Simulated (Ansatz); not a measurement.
Relaxed Pt (fcc, Cu type):

```
Pt
1.0
    0.00000     3.94001     3.94001
    1.97000     0.00000     1.97000
    1.97000     1.97000     0.00000
Pt
2
Direct
  0.00000   0.00000   0.00000
  0.50000   0.00000   0.00000
```

A phonon eigenvector at L = (0.5, 0.0, 0.0) is frozen into this cell: atom i moves by Q times the vector below, so Q is the largest atomic displacement, in Å. The cell is held. (q is in reciprocal vectors of the primitive cell; the cell shown is doubled to hold the pattern.)

```json
[
 {"atom": "Pt1", "x": "-0.577", "y": "0.577", "z": "0.577"},
 {"atom": "Pt2", "x": "0.577", "y": "-0.577", "z": "-0.577"}
]
```

The numbers are results of r2SCAN (plane waves to 500 eV, PAW, scalar-relativistic; Ansatz, a program for electronic structure), not measurements. k mesh 10×20×20 (Γ-centred), Fermi-Dirac smearing 0.05 eV. The energy includes the smearing's −TS. Compression counts positive. With partly filled bands, energies and forces of such displacements shift with the k mesh and the smearing. Pt is run without spin polarisation. Pt was relaxed with its symmetry unable to fall. Spin-orbit coupling is left out, though Pt is heavy. The PAW data are Ansatz's earlier set. The zero of ΔE is the undisplaced structure.

Task: What ΔE (meV/cell) and P (GPa) does the calculation give at Q (Å) = -0.100, -0.083, -0.067, -0.017, 0.017, 0.033, 0.050, 0.100?

Result: 
```tsv
Q (Å)	ΔE (meV/cell)	P (GPa)
-0.100	271	6.7
-0.083	187	4.6
-0.067	119	3.0
-0.017	7	0.2
0.017	7	0.2
0.033	29	0.7
0.050	66	1.7
0.100	271	6.7
```

(A displaced cell: forces are minus the slopes of the energy, force constants its curvatures, and phonons follow from these.)
